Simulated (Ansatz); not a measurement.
Cu Kα1 powder pattern (kinematic, no thermal factors).
2θ (°) (relative intensity): 13.26 (2), 14.58 (4), 19.75 (4), 25.39 (100), 26.70 (58), 28.75 (67), 30.55 (2), 32.37 (1), 37.18 (36), 41.58 (1), 44.74 (85), 48.44 (87), 52.14 (14), 52.87 (51), 54.05 (11), 59.53 (9), 68.06 (30), 71.10 (10), 72.70 (9), 76.30 (21), 77.45 (8), 82.48 (14), 85.18 (33), 87.70 (2), 88.62 (12)

The pattern is computed from a structure relaxed with Ansatz, DFT PBE, scalar-relativistic, plane waves, PAW. No spin polarisation. Its elements are Al, As, Ga.

Problem. Give the structure.

Solution. AlGa5As6.
Space group P31m (No. 157). a = 7.011 Å, b = 7.011 Å, c = 6.671 Å, α = 90.00°, β = 90.00°, γ = 120.00°
```json
{"atom": "Al", "site": "1a", "symmetry": "3.m", "x": "0.0000", "y": "0.0000", "z": "0.0006"}
{"atom": "Ga", "site": "2b", "symmetry": "3..", "x": "0.6667", "y": "0.3333", "z": "0.0008"}
{"atom": "Ga", "site": "3c", "symmetry": "..m", "x": "0.3332", "y": "0.0000", "z": "0.5013"}
{"atom": "As", "site": "1a", "symmetry": "3.m", "x": "0.0000", "y": "0.0000", "z": "0.3737"}
{"atom": "As", "site": "2b", "symmetry": "3..", "x": "0.6667", "y": "0.3333", "z": "0.3752"}
{"atom": "As", "site": "3c", "symmetry": "..m", "x": "0.3327", "y": "0.0000", "z": "0.8753"}
```

A pattern alone doesn't exclude other cells with like lines; this is the one computed.

The cell was found from a structure generator's guess, not taken from experiment.
